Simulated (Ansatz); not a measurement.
Run on bcc Cr (110), 6 layers: DFT, PBE, all-electron LAPW, scalar-relativistic (Ansatz 0.2.0).

The slab is cut from a bulk crystal relaxed on PAW files (its atoms may have been relaxed since).

Command: `ansatz run input.yaml --threads 3 --pin off --max-ram 9216MiB --backend cpu --events-out ev --progress --plain --runs-dir out` It took 3 min on 3 threads of Intel(R) Xeon(R) 6975P-C (Granite Rapids) (shared host), peak memory 1.7 GiB.

```yaml
crystal:
  lattice:
    - [2.4668230352, 0.0, 0.0]
    - [-0.822274345, 2.3257430615, 0.0]
    - [0.0, 0.0, 26.0708]
  atoms:
    - { symbol: Cr, position: [0.25, 0.25, 0.3068574254], spin: 2.0 }
    - { symbol: Cr, position: [0.75, 0.75, 0.3841144552], spin: 2.0 }
    - { symbol: Cr, position: [0.25, 0.25, 0.4613714851], spin: 2.0 }
    - { symbol: Cr, position: [0.75, 0.75, 0.5386285149], spin: 2.0 }
    - { symbol: Cr, position: [0.25, 0.25, 0.6158855448], spin: 2.0 }
    - { symbol: Cr, position: [0.75, 0.75, 0.6931425746], spin: 2.0 }
magnetization:
  spin_polarized: true
kpoints:
  mp_grid: { grid: [14, 14, 1] }
scf:
  occupations: { method: fermi_dirac, width: 0.05 }
hamiltonian:
  xc: pbe
  pseudopotentials: { kind: all_electron, lapw: { basis_error: 0.001 } }
output:
  forces: true
  stress: true
  eigenvalues: true
  populations: true
  dos: { projected: true, de: 0.2, e_range: [-14, 8] }
efield:
  axis: 3
  amplitude: 0
  dipole_correction: true
```

Output:

```
Cr: projections on atomic orbitals take those of the free atom 1s2 2s2 2p6 3s2 3p6 3d5 4s1, of charge +0.00 (hamiltonian.pseudopotentials.projection_atoms)
LAPW: plane waves up to 8.950 Å⁻¹, error target 1.0e-3 eV per atom; small_component_spin mean_spin; Cr in spheres of 1.233 Å, 14 of its electrons in bands, Dirac shells [] (how accurate: hamiltonian.pseudopotentials.lapw.basis_error, Limitations)
Engine: ansatz 0.2.0
Pseudopotentials: kind: all_electron
Pseudopotential: Cr, LAPW, valence charge 14, lapw/all_electron/scalar/gaussian/Cr, Koelling and Harmon's equation, gaussian nucleus
Functional definition: PBE
  parameter kappa = 0.804
  parameter beta = 0.06672455060314922
  exchange = pbe_x(kappa = kappa, mu = beta*pi^2/3)
  correlation = pbe_c(beta = beta)
Crystal: 6 atoms, lattice volume = 149.573 Å³
Basis set: ecut = 305.20166833343757 eV, 1839 PW (Γ), exchange–correlation at level 2
Bands: 58, of which v1, the nominal top of the filled ones, is band 42 counted from 1 (41 counted from 0)
Symmetry: 4 space group operations
k-points: 57 of 196
Non-local potential: Cr, projectors of the file, none
Initial density: superposition of atomic densities (neutral atoms: chi_scale 0, normalization atom)
Starting moments: Σ|m| = 12 μB on 6 of 6 sites
Initial wavefunctions: plane waves of lowest kinetic energy (no species holds an atomic orbital)
Functional: x = pbe(κ = 0.804, μ = 0.2195149727645171), c = pbe(β = 0.06672455060314922)
iter 1 solved again at ethr=4.59e-2 eV; its pass at ethr=1.00e-1 eV (dr2=3.86e1 eV) is discarded
SCF iter   1: F=—  HF=-171569.682668 eV  |F-HF|=—  |Δ(HF+E_count)|=         —  Δρ=6.53e-2 (↑6.53e-2 ↓5.37e-2)  dr2=3.87e1  dr2_m=3.78e0  M=2.272 μB ∫|m|=2.277 μB  β_m=0.37  ethr=4.59e-2  p=0.000 e·Å  D=1.48e-14 V/Å  ΔV_dip=-0.00 eV  dr2_dipole=2.92e-21  V_vac-E_F(+/−)=8.14/8.14 eV  ⟨swp⟩=2.0  Hψ=45978  notcnv=0
Mixer restart at iter 1: flushing history
efield: sawtooth ramp at fractional position 0.9500 (placed from the atoms, in the widest stretch of the axis that holds none; the zero of the levels goes with the place), width 0.1000; the density the first Hamiltonian is built on has a dipole p = 0.000 e·Å; the dipole correction subtracts the counter field D = 1.46e-13 V/Å, which shifts the + side's vacuum level by -0.00 eV against the − side's; the planar-averaged density in the ramp window peaks in size at 7.5e-6 e/Å³
preconditioner: auto → LDOS  [metal: Δε(μ)=0.004 eV  Ē_g=4.445 eV  σ=0.050 eV  W_gap=0.02  n_scr=20 (ndim 8)  ℏωp=18.2 eV  f_vac=0.476  D(μ)=6.58/eV (n_scr^D=50)]
spin=Collinear: LDOS preconditioning applied to the charge; magnetization (m = ρ↑ − ρ↓) channel mixes plain (no charge-response kernel on spin).
SCF iter   2: F=—  HF=-171568.906417 eV  |F-HF|=—  |Δ(HF+E_count)|=   7.76e-1  Δρ=4.49e-2 (↑4.49e-2 ↓3.56e-2)  dr2=1.23e1  dr2_m=1.74e0  M=1.822 μB ∫|m|=1.832 μB  β_m=0.56  ethr=4.59e-2  p=0.000 e·Å  D=1.44e-10 V/Å  ΔV_dip=-0.00 eV  dr2_dipole=3.99e-18  V_vac-E_F(+/−)=6.73/6.73 eV  ⟨swp⟩=2.0  Hψ=20453  notcnv=0
density mixer auto → msr1: a metal under ldos (density of states about μ 3.21 of a free-electron gas's, 20 screened modes)
iter 3 solved again at ethr=3.50e-4 eV; its pass at ethr=1.46e-2 eV (dr2=2.94e-1 eV) is discarded
SCF iter   3: F=—  HF=-171571.998644 eV  |F-HF|=—  |Δ(HF+E_count)|=    3.09e0  Δρ=1.17e-2 (↑1.17e-2 ↓6.82e-3)  dr2=2.95e-1  dr2_m=6.30e-2  M=0.595 μB ∫|m|=0.674 μB  β_m=0.62  ethr=3.50e-4  p=0.000 e·Å  D=3.74e-7 V/Å  ΔV_dip=-0.00 eV  dr2_dipole=5.43e-12  V_vac-E_F(+/−)=4.50/4.50 eV  ⟨swp⟩=2.1  Hψ=34587  notcnv=0
SCF iter   4: F=—  HF=-171572.359442 eV  |F-HF|=—  |Δ(HF+E_count)|=         —  Δρ=4.06e-3 (↑4.06e-3 ↓2.50e-3)  dr2=1.00e-1  dr2_m=6.57e-3  M=0.239 μB ∫|m|=0.362 μB  β_m=0.81  ethr=3.50e-4  p=0.000 e·Å  D=2.56e-7 V/Å  ΔV_dip=-0.00 eV  dr2_dipole=7.17e-12  V_vac-E_F(+/−)=4.35/4.35 eV  ⟨swp⟩=2.0  Hψ=20711  notcnv=0
the basis was enlarged: its passes take 3.4 MiB over the memory plan, 3 of 3 planned eigensolver slots
SCF iter   5: F=—  HF=-171572.402049 eV  |F-HF|=—  |Δ(HF+E_count)|=   4.26e-2  Δρ=1.56e-3 (↑1.56e-3 ↓5.40e-4)  dr2=7.54e-2  dr2_m=7.18e-4  M=0.068 μB ∫|m|=0.125 μB  β_m=0.90  ethr=1.19e-4  p=0.000 e·Å  D=5.67e-8 V/Å  ΔV_dip=-0.00 eV  dr2_dipole=6.53e-13  V_vac-E_F(+/−)=4.74/4.74 eV  ⟨swp⟩=2.9  Hψ=20267  notcnv=0
SCF iter   6: F=—  HF=-171572.401534 eV  |F-HF|=—  |Δ(HF+E_count)|=   5.15e-4  Δρ=9.99e-4 (↑9.99e-4 ↓4.51e-4)  dr2=1.42e-2  dr2_m=2.36e-4  M=0.044 μB ∫|m|=0.078 μB  β_m=0.87  ethr=8.98e-5  p=0.000 e·Å  D=5.51e-8 V/Å  ΔV_dip=-0.00 eV  dr2_dipole=1.09e-11  V_vac-E_F(+/−)=4.83/4.83 eV  ⟨swp⟩=2.0  Hψ=19133  notcnv=0
SCF iter   7: F=—  HF=-171572.402031 eV  |F-HF|=—  |Δ(HF+E_count)|=   4.98e-4  Δρ=5.25e-4 (↑5.25e-4 ↓2.78e-4)  dr2=1.94e-2  dr2_m=4.81e-5  M=0.020 μB ∫|m|=0.035 μB  β_m=0.71  ethr=1.69e-5  p=-0.000 e·Å  D=-5.35e-8 V/Å  ΔV_dip=0.00 eV  dr2_dipole=1.08e-11  V_vac-E_F(+/−)=4.89/4.89 eV  ⟨swp⟩=2.0  Hψ=19127  notcnv=0
SCF iter   8: F=—  HF=-171572.401295 eV  |F-HF|=—  |Δ(HF+E_count)|=   7.36e-4  Δρ=1.33e-4 (↑1.33e-4 ↓1.26e-4)  dr2=1.73e-3  dr2_m=1.96e-6  M=-0.000 μB ∫|m|=0.004 μB  β_m=0.76  ethr=1.69e-5  p=-0.000 e·Å  D=-8.70e-9 V/Å  ΔV_dip=0.00 eV  dr2_dipole=1.95e-13  V_vac-E_F(+/−)=4.93/4.93 eV  ⟨swp⟩=2.0  Hψ=19126  notcnv=0
SCF iter   9: F=—  HF=-171572.401406 eV  |F-HF|=—  |Δ(HF+E_count)|=   1.11e-4  Δρ=7.54e-5 (↑6.99e-5 ↓7.54e-5)  dr2=1.76e-4  dr2_m=2.39e-6  M=-0.003 μB ∫|m|=0.007 μB  β_m=0.80  ethr=2.05e-6  p=-0.000 e·Å  D=-3.15e-8 V/Å  ΔV_dip=0.00 eV  dr2_dipole=1.05e-12  V_vac-E_F(+/−)=4.94/4.94 eV  ⟨swp⟩=2.0  Hψ=19123  notcnv=0
SCF iter  10: F=—  HF=-171572.401418 eV  |F-HF|=—  |Δ(HF+E_count)|=   1.18e-5  Δρ=3.91e-5 (↑3.55e-5 ↓3.91e-5)  dr2=1.75e-5  dr2_m=4.29e-7  M=-0.001 μB ∫|m|=0.003 μB  β_m=0.84  ethr=2.09e-7  p=0.000 e·Å  D=6.35e-9 V/Å  ΔV_dip=-0.00 eV  dr2_dipole=9.80e-14  V_vac-E_F(+/−)=4.93/4.93 eV  ⟨swp⟩=2.0  Hψ=19128  notcnv=0
SCF iter  11: F=—  HF=-171572.401423 eV  |F-HF|=—  |Δ(HF+E_count)|=   4.28e-6  Δρ=1.33e-5 (↑1.04e-5 ↓1.33e-5)  dr2=2.58e-6  dr2_m=1.81e-8  M=0.000 μB ∫|m|=0.001 μB  β_m=0.88  ethr=2.08e-8  p=-0.000 e·Å  D=-6.76e-10 V/Å  ΔV_dip=0.00 eV  dr2_dipole=1.09e-14  V_vac-E_F(+/−)=4.92/4.92 eV  ⟨swp⟩=3.0  Hψ=19913  notcnv=0
SCF iter  12: F=—  HF=-171572.401423 eV  |F-HF|=—  |Δ(HF+E_count)|=   3.43e-7  Δρ=4.46e-6 (↑3.99e-6 ↓4.46e-6)  dr2=1.05e-6  dr2_m=3.07e-9  M=0.000 μB ∫|m|=0.000 μB  β_m=0.84  ethr=3.07e-9  p=0.000 e·Å  D=6.25e-10 V/Å  ΔV_dip=-0.00 eV  dr2_dipole=4.06e-16  V_vac-E_F(+/−)=4.92/4.92 eV  ⟨swp⟩=2.0  Hψ=19122  notcnv=0
[... lines left out ...]
Work function:   Φ+ = 4.9218 eV   Φ− = 4.9218 eV
Levels:          The Fermi level and band energies are counted from a zero that moves with the ramp; work functions are not
--- Per-component energies (eV) ---
  E_band       = -1927.576515
  E_kinetic    = 173562.514404
  E_xc         = -7964.694325
  E_efield     = 0.000000  (sawtooth field / dipole correction)
  E_electrostatic = -337170.172862  (all electrons and nuclei)
  E_smearing   = -0.048640  (= −TS)
  E_closure    = 0.000000  (closes the sum)
  E_atoms      = -171517.459378  (free atoms, spherical and without spin; not in F)
  Σ components = -171572.401423   (vs F -171572.401423, Δ=0.00e0)
  Basis errors (estimates in eV, not in F): energy 2.9e-4 per atom: plane waves 2.4e-4 (1.3e-4 summed), levels above the bands 4.9e-18, relativity 5.7e-9, radial functions 4.5e-5, core shells 1.0e-7; eigenvalues (radial functions only) 1.2e-6; not estimated: angular momenta, meshes, grids; target (lapw.basis_error) 1.0e-3; muffin-tin radii Cr 1.233 Å
--- Forces (eV/Å), atoms counted from 1 ---
  atom   1  Cr     0.00000000     0.00000000     0.51092013
  atom   2  Cr     0.00000000     0.00000000    -0.52287263
  atom   3  Cr     0.00000000     0.00000000     0.02601119
  atom   4  Cr     0.00000000     0.00000000    -0.02601152
  atom   5  Cr     0.00000000     0.00000000     0.52287284
  atom   6  Cr     0.00000000     0.00000000    -0.51091999
  max |Σ_I F_I| component: 2.00e-8 eV/Å
--- Stress (GPa, compression-positive) ---
       -3.384691       0.005936       0.000000
        0.005936      -3.380494       0.000000
        0.000000       0.000000      -2.181467
  P = ⅓ Tr σ = -2.9822 GPa (-29.822 kbar)
--- Band table (eV; the first three rows and the last of 114) ---
  k-point 0 ↑: bands = ["-65.2096", "-65.1693", "-65.1048", "-65.0414", "-64.8881", "-64.8878", "-36.8424", "-36.6950", "-36.4936", "-36.2836", "-36.2625", "-36.2104", "-36.1191", "-36.1092", "-36.0266", "-36.0204", "-36.0204", "-36.0056", "-36.0011", "-35.9979", "-35.8377", "-35.8371", "-35.7187", "-35.7187", "-0.9498", "-0.2203", "0.8317", "1.8222", "2.3149", "2.3156", "4.3023", "4.5498", "4.9267", "5.3173", "5.5518", "5.5970", "5.6023", "5.7402", "5.7611", "5.7964", "5.9678", "6.0778", "6.4738", "6.9300", "7.2273", "7.5259", "7.5554", "7.5926", "7.7432", "7.7567", "7.8619", "7.9085", "7.9736", "7.9781", "7.9987", "8.0738", "8.1135", "8.2560"]
  k-point 1 ↑: bands = ["-65.2023", "-65.1631", "-65.1000", "-65.0381", "-64.8835", "-64.8833", "-36.8294", "-36.6889", "-36.4997", "-36.3066", "-36.2712", "-36.2149", "-36.1353", "-36.1154", "-36.0394", "-36.0378", "-36.0292", "-36.0185", "-36.0147", "-36.0091", "-35.8536", "-35.8521", "-35.7355", "-35.7355", "-0.7849", "-0.0633", "0.9807", "1.9697", "2.4505", "2.4603", "4.3240", "4.5645", "4.9352", "5.3258", "5.4152", "5.4861", "5.6063", "5.6801", "5.7156", "5.8538", "5.9224", "6.0694", "6.5948", "6.6502", "7.0309", "7.3692", "7.4909", "7.4947", "7.6979", "7.7044", "7.8148", "7.9154", "7.9600", "7.9716", "8.0709", "8.1710", "8.3165", "8.3406"]
  k-point 2 ↑: bands = ["-65.1815", "-65.1453", "-65.0867", "-65.0291", "-64.8709", "-64.8707", "-36.7924", "-36.6746", "-36.5232", "-36.3720", "-36.3065", "-36.2409", "-36.2058", "-36.1244", "-36.0836", "-36.0708", "-36.0653", "-36.0483", "-36.0454", "-36.0064", "-35.9138", "-35.9062", "-35.7633", "-35.7632", "-0.3091", "0.3824", "1.3913", "2.3675", "2.8258", "2.8601", "4.3617", "4.5727", "4.9206", "5.1413", "5.2339", "5.3358", "5.4728", "5.4866", "5.6208", "5.6344", "6.0577", "6.1358", "6.3786", "6.4518", "6.9349", "7.4076", "7.4143", "7.5671", "7.6395", "7.7002", "7.7336", "7.9182", "7.9908", "8.0005", "8.1492", "8.2227", "8.3993", "8.4799"]
  k-point 56 ↓: bands = ["-65.0060", "-64.9790", "-64.9332", "-64.8883", "-64.7189", "-64.7188", "-36.9029", "-36.8477", "-36.7582", "-36.6695", "-36.6019", "-36.5680", "-36.5397", "-36.4749", "-36.4744", "-36.4622", "-36.4337", "-36.3259", "-36.3201", "-36.1743", "-36.1471", "-36.1459", "-36.0575", "-35.9957", "2.4083", "2.4924", "2.5222", "2.8477", "2.8493", "2.9930", "3.4342", "3.4600", "3.7459", "4.4382", "4.7158", "5.0267", "5.9124", "5.9284", "6.9972", "7.1479", "7.3044", "7.3792", "7.5808", "7.7137", "8.0585", "8.2885", "8.6434", "8.8622", "8.9206", "9.1699", "9.2424", "9.3631", "9.4856", "9.6785", "9.6801", "10.3728", "12.0754", "13.7343"]
--- Löwdin populations: 6 sites ---
  site symbol       q [e]    m [muB]
     0     Cr     23.9192    -0.0000
     1     Cr     23.9194     0.0000
     2     Cr     23.9149    -0.0000
     3     Cr     23.9149    -0.0000
     4     Cr     23.9194     0.0000
     5     Cr     23.9192    -0.0000
  spilling = 0.003424 (of n_electrons = 144.000000)
```

populations.tsv:

```
# site	symbol	l	j	q_up	q_dn
# orbitals = lowdin
# n_electrons = 144.000000
# spilling = 0.003424
# projection_atom_Cr: 1s2 2s2 2p6 3s2 3p6 3d5 4s1
0	Cr	0_1S	-	0.999986	0.999986
0	Cr	0_2S	-	0.999230	0.999230
0	Cr	0_3S	-	0.980070	0.980070
0	Cr	0_4S	-	0.408224	0.408223
0	Cr	1_2P	-	2.999992	2.999992
0	Cr	1_3P	-	2.996761	2.996761
0	Cr	2_3D	-	2.575359	2.575360
1	Cr	0_1S	-	0.999981	0.999981
1	Cr	0_2S	-	0.998969	0.998969
1	Cr	0_3S	-	0.973542	0.973542
1	Cr	0_4S	-	0.389170	0.389170
1	Cr	1_2P	-	2.999993	2.999993
1	Cr	1_3P	-	2.997061	2.997061
1	Cr	2_3D	-	2.600971	2.600968
2	Cr	0_1S	-	0.999981	0.999981
2	Cr	0_2S	-	0.998968	0.998968
2	Cr	0_3S	-	0.973490	0.973490
2	Cr	0_4S	-	0.389131	0.389131
2	Cr	1_2P	-	2.999993	2.999993
2	Cr	1_3P	-	2.997128	2.997128
2	Cr	2_3D	-	2.598739	2.598739
3	Cr	0_1S	-	0.999981	0.999981
3	Cr	0_2S	-	0.998968	0.998968
3	Cr	0_3S	-	0.973490	0.973490
3	Cr	0_4S	-	0.389131	0.389131
3	Cr	1_2P	-	2.999993	2.999993
3	Cr	1_3P	-	2.997128	2.997128
3	Cr	2_3D	-	2.598739	2.598739
4	Cr	0_1S	-	0.999981	0.999981
4	Cr	0_2S	-	0.998969	0.998969
4	Cr	0_3S	-	0.973542	0.973542
4	Cr	0_4S	-	0.389170	0.389170
4	Cr	1_2P	-	2.999993	2.999993
4	Cr	1_3P	-	2.997061	2.997061
4	Cr	2_3D	-	2.600971	2.600968
5	Cr	0_1S	-	0.999986	0.999986
5	Cr	0_2S	-	0.999230	0.999230
5	Cr	0_3S	-	0.980070	0.980070
5	Cr	0_4S	-	0.408224	0.408223
5	Cr	1_2P	-	2.999992	2.999992
5	Cr	1_3P	-	2.996761	2.996761
5	Cr	2_3D	-	2.575359	2.575360
```

Next run (atoms relaxed), as changes to the input before:

```diff
-    - [-0.822274345, 2.3257430615, 0.0]
+    - [-0.822274345, 2.3257430616, 0.0]
   atoms:
-    - { symbol: Cr, position: [0.25, 0.25, 0.3068574254], spin: 2.0 }
-    - { symbol: Cr, position: [0.75, 0.75, 0.3841144552], spin: 2.0 }
-    - { symbol: Cr, position: [0.25, 0.25, 0.4613714851], spin: 2.0 }
-    - { symbol: Cr, position: [0.75, 0.75, 0.5386285149], spin: 2.0 }
-    - { symbol: Cr, position: [0.25, 0.25, 0.6158855448], spin: 2.0 }
-    - { symbol: Cr, position: [0.75, 0.75, 0.6931425746], spin: 2.0 }
+    - { symbol: Cr, position: [0.25, 0.25, 0.3099076043], spin: 2.0 }
+    - { symbol: Cr, position: [0.75, 0.75, 0.3836575213], spin: 2.0 }
+    - { symbol: Cr, position: [0.25, 0.25, 0.4613571306], spin: 2.0 }
+    - { symbol: Cr, position: [0.75, 0.75, 0.53864287], spin: 2.0 }
+    - { symbol: Cr, position: [0.25, 0.25, 0.6163424784], spin: 2.0 }
+    - { symbol: Cr, position: [0.75, 0.75, 0.6900923953], spin: 2.0 }
 magnetization:
   eigenvalues: true
-  populations: true
-  dos: { projected: true, de: 0.2, e_range: [-14, 8] }
+relax:
+  f_tol: 0.01
+  max_steps: 12
 efield:
```

Command: `ansatz run input.yaml --threads 3 --pin off --max-ram 9216MiB --backend cpu --events-out ev --progress --plain --runs-dir out` It took 4.6 min on 3 threads of Intel(R) Xeon(R) 6975P-C (Granite Rapids) (shared host), peak memory 1.8 GiB.

Results part of the output:

```
SCF converged after 3 iterations
Magnetization: -0.0000 μB (42.0000 up, 42.0000 down)
Absolute magnetization: 0.0000 μB (∫|ρ↑−ρ↓|)
Spin contamination: 0.0000 ħ² per cell (⟨S²⟩ above its minimum at these occupations)
Per-site moments (μB) at R_I (Å): [(-2.18494289327964e-6, 1.1604839727733365), (2.4422794702161355e-6, 1.1604839727733365), (-1.5092839174002393e-6, 1.1604839727733365), (-1.5092747656098027e-6, 1.1604839727733365), (2.4422987046079925e-6, 1.1604839727733365), (-2.1850506612963727e-6, 1.1604839727733365)]
Free energy (F): -171572.449535 eV
Harris-Foulkes:  -171572.449535 eV  (|F-HF|=2.18e-8)
Internal energy: -171572.403036 eV  (E = F + TS)
E sigma→0 (E₀):  -171572.426285 eV
Entropy (-TS):   -0.046498 eV (-7.750 meV/atom)
Fermi energy:    6.797739 eV
Dipole field:    D = -0.000000 V/Å  (p = -0.000000 e·Å, saw-weighted, corrected)
Work function:   Φ+ = 4.7946 eV   Φ− = 4.7946 eV
[... lines left out ...]
  k-point 0 ↑: bands = ["-65.1523", "-65.1169", "-65.0553", "-64.9873", "-64.8134", "-64.8130", "-36.8013", "-36.6825", "-36.4718", "-36.2100", "-36.2090", "-36.1702", "-36.0782", "-36.0010", "-35.9742", "-35.9608", "-35.9608", "-35.9418", "-35.9386", "-35.9227", "-35.7659", "-35.7651", "-35.6597", "-35.6597", "-0.9118", "-0.2105", "0.8704", "1.8772", "2.2929", "2.3155", "4.3278", "4.5146", "4.8981", "5.3683", "5.5242", "5.6893", "5.7193", "5.8368", "5.8952", "5.8956", "5.9631", "6.1106", "6.3584", "7.1455", "7.1526", "7.5959", "7.6581", "7.6942", "7.7971", "7.8925", "7.9122", "7.9463", "8.0365", "8.0670", "8.0686", "8.1602", "8.1768", "8.2884"]
  k-point 1 ↑: bands = ["-65.1449", "-65.1103", "-65.0501", "-64.9838", "-64.8093", "-64.8089", "-36.7878", "-36.6754", "-36.4786", "-36.2501", "-36.2106", "-36.1765", "-36.0658", "-36.0469", "-35.9782", "-35.9781", "-35.9591", "-35.9590", "-35.9486", "-35.9340", "-35.7807", "-35.7784", "-35.6763", "-35.6763", "-0.7467", "-0.0529", "1.0200", "2.0250", "2.4375", "2.4496", "4.3497", "4.5290", "4.9044", "5.3721", "5.3817", "5.5633", "5.7181", "5.7665", "5.8140", "5.8937", "5.9829", "6.1266", "6.5190", "6.8245", "7.1838", "7.3035", "7.5313", "7.5781", "7.7455", "7.7691", "7.8614", "7.9638", "8.0362", "8.0402", "8.1269", "8.2291", "8.4082", "8.4319"]
  k-point 2 ↑: bands = ["-65.1239", "-65.0918", "-65.0357", "-64.9744", "-64.7977", "-64.7974", "-36.7493", "-36.6577", "-36.5040", "-36.3319", "-36.2475", "-36.2101", "-36.1279", "-36.0570", "-36.0200", "-36.0172", "-35.9943", "-35.9927", "-35.9656", "-35.9370", "-35.8367", "-35.8275", "-35.7028", "-35.7025", "-0.2706", "0.3947", "1.4319", "2.4222", "2.8236", "2.8362", "4.3876", "4.5328", "4.8734", "5.1231", "5.3182", "5.3666", "5.4715", "5.5625", "5.6921", "5.7104", "6.2006", "6.2705", "6.4587", "6.5096", "6.9087", "7.4524", "7.4701", "7.5718", "7.6880", "7.7244", "7.7802", "7.9748", "8.0566", "8.0823", "8.2067", "8.2941", "8.4900", "8.5756"]
  k-point 56 ↓: bands = ["-64.9478", "-64.9233", "-64.8796", "-64.8324", "-64.6476", "-64.6475", "-36.8460", "-36.7982", "-36.7116", "-36.6161", "-36.5507", "-36.5222", "-36.5031", "-36.4376", "-36.4074", "-36.4067", "-36.3969", "-36.2908", "-36.2752", "-36.1072", "-36.0728", "-36.0713", "-35.9602", "-35.9159", "2.4284", "2.4947", "2.5441", "2.8119", "2.8476", "2.9387", "3.3903", "3.4393", "3.6826", "4.4329", "4.7363", "4.9046", "5.8334", "6.0081", "7.0930", "7.2356", "7.4048", "7.4692", "7.7237", "7.8526", "8.2710", "8.3792", "8.6906", "8.9960", "8.9981", "9.2219", "9.2791", "9.3989", "9.5357", "9.7482", "9.7504", "10.3994", "12.1968", "14.0007"]
--- Relaxed structure (2 steps of the walk, 2 accepted, 0 SCFs on fresh bases) ---
  F+E_penalty+E_count = -171572.44953455 eV   max|allowed force component| = 2.623e-3 eV/Å
  atoms:
    - { symbol: Cr, position: [0.25, 0.24999999999999997, 0.30990760430000003] }
    - { symbol: Cr, position: [0.75, 0.75, 0.3836575213] }
    - { symbol: Cr, position: [0.25, 0.24999999999999997, 0.4613571306] }
    - { symbol: Cr, position: [0.75, 0.75, 0.53864287] }
    - { symbol: Cr, position: [0.25, 0.24999999999999997, 0.6163424784] }
    - { symbol: Cr, position: [0.75, 0.75, 0.6900923953000001] }
```

Antiferromagnetic order, which Cr and Mn prefer near zero pressure, wasn't tried. The start moments died away, and the runs ended non-magnetic.
